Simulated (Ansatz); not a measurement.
**What a change of settings does: Zn (diamond type)**

First run: DFT, r2SCAN, PAW with Ansatz's default frozen-core files, scalar-relativistic (Ansatz 0.2.0).

Command: `ansatz run input.yaml --threads 1 --pin off --max-ram 2048MiB --backend cpu --events-out ev --progress --plain --runs-dir out` It took 3.5 s on 1 thread of AMD EPYC 9B14 (Zen 4), with other jobs on the host, peak memory 0.52 GiB.

```yaml
crystal:
  lattice:
    - [0.0, 2.66570712, 2.66570712]
    - [2.66570712, 0.0, 2.66570712]
    - [2.66570712, 2.66570712, 0.0]
  atoms:
    - { symbol: Zn, position: [-0.125, -0.125, -0.125] }
    - { symbol: Zn, position: [0.125, 0.125, 0.125] }
kpoints:
  mp_grid: { grid: [10, 10, 10] }
scf:
  occupations: { method: fermi_dirac, width: 0.05 }
hamiltonian:
  xc: r2scan
  pseudopotentials: { kind: paw }
output:
  forces: true
  stress: true
  eigenvalues: true
  efg: { contact_densities: true }
  populations: true
```

This is a prototype cell at a chosen volume, and whether it is the ground state is a separate question.

This run: the undistorted cell.

It converges in 6 SCF iterations at a pressure of 10.89 GPa, cutoff 500 eV.

A second input differs as follows:

```diff
   occupations: { method: fermi_dirac, width: 0.05 }
+  max_iter: 80
 hamiltonian:
   populations: true
+basis:
+  ecutwfc: "120 eV"
```

Problem. What is wrong with it, and what does the program do?

Solution. The change was made to test a cutoff far too low. The run converges in 10 SCF iterations at a pressure of -19.99 GPa, cutoff 120 eV, free energy +81.84 eV/atom against the first run's. Compare each number with the sound run's before taking it for a property of the system. The log ends:
```
--- Band table (eV; the first three rows and the last of 47) ---
  k-point 0: bands = ["-15.4297", "-15.4297", "-15.4297", "-14.7948", "-14.7948", "-8.1382", "-8.1382", "-6.9687", "-6.9687", "-6.9687", "-2.2845", "12.8710", "12.8710", "12.8710", "14.0301", "15.0486"]
  k-point 1: bands = ["-15.4232", "-15.4124", "-15.4124", "-14.7719", "-14.7719", "-11.6352", "-9.2272", "-9.2272", "-7.0500", "-7.0500", "-2.1512", "10.7112", "12.4352", "12.4352", "14.2558", "15.5219"]
  k-point 2: bands = ["-15.4012", "-15.3636", "-15.3636", "-14.7129", "-14.7129", "-12.2961", "-12.2961", "-12.2562", "-10.2804", "-10.2804", "-1.7796", "8.2385", "11.5317", "11.5317", "13.8495", "16.2506"]
  k-point 46: bands = ["-12.9487", "-12.9487", "-12.7754", "-12.7754", "-10.9131", "-10.9131", "-9.8457", "-9.8457", "-7.7489", "-7.7489", "2.6920", "2.6920", "7.0159", "7.0159", "16.2136", "16.2136"]
--- Löwdin populations: 2 sites ---
  site symbol       q [e]
     0     Zn     11.4474
     1     Zn     11.4474
  spilling = 0.046053 (of n_electrons = 24.000000)
```
